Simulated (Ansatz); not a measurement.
All numbers below come from DFT PBE, scalar-relativistic, plane waves, PAW in Ansatz 0.2.0. Cutoff 420 eV, Γ-centred meshes of about 0.25 Å⁻¹ or finer for metals and 0.3 Å⁻¹ for insulators (2π included), Gaussian smearing. No spin polarisation.

Relaxed structures of SnBi2O5, with energies over the first row. Coordination counts O atoms around Bi and Sn (those within 1.25 times the shortest such distance or 1.15 times the sum of covalent radii, 1.27 where that leaves under three; a plus sign parts nearer from farther groups).

```json
{"#": "1", "form": "R-3m", "sites": "Sn 3a; Bi 6c; O 6c, 6c, 3b", "V (Å³/atom)": "14.1", "coordination": "Sn 8, Bi 4+3", "ΔE (meV/atom)": "0"}
{"#": "2", "form": "Amm2", "sites": "Sn 2a; Bi 4c; O 8f, 2a", "V (Å³/atom)": "29.6", "coordination": "Sn 5, Bi 3", "ΔE (meV/atom)": "79"}
```

A further structure, relaxed alike:

```
Sn Bi O
1.0
    -2.79085    2.79085    5.09140
     2.79085   -2.79085    5.09140
     2.79085    2.79085   -5.09140
Sn Bi O
1 2 5
Cartesian
  0.0000 0.0000 0.3307
  0.0000 2.7909 3.4686
  2.7909 0.0000 3.4686
  -1.4630 1.4630 4.5483
  1.3278 1.3278 -0.5431
  1.4630 1.4630 4.5483
  1.4630 -1.4630 4.5483
  0.0000 0.0000 2.2665
```

Question: Where does it fall in the ranking, and at what energy?

Answer: It falls between rows 1 and 2, 13 meV/atom above row 1, with space group I4mm (No. 107) and 19.8 Å³/atom. Counting O atoms around Bi and Sn, this cell has Sn 5, Bi 4 and row 1 has Sn 8, Bi 4+3. Around Sn lie 1 O at 1.94 Å and 4 O at 2.07 Å; around Bi lie 4 O at 2.25 Å; O on a site of symmetry m is surrounded by 1 Sn at 2.07 Å and 2 Bi at 2.25 Å; O on a site of symmetry 4mm has 1 Sn at 1.94 Å.

Weakly bound directions are ill-defined at this level, which has no dispersion term (I4mm, Amm2), and this can change margins and order among such cells. Spin–orbit coupling, which can matter for Bi, is left out. Cells relaxed within their symmetry can be saddle points.
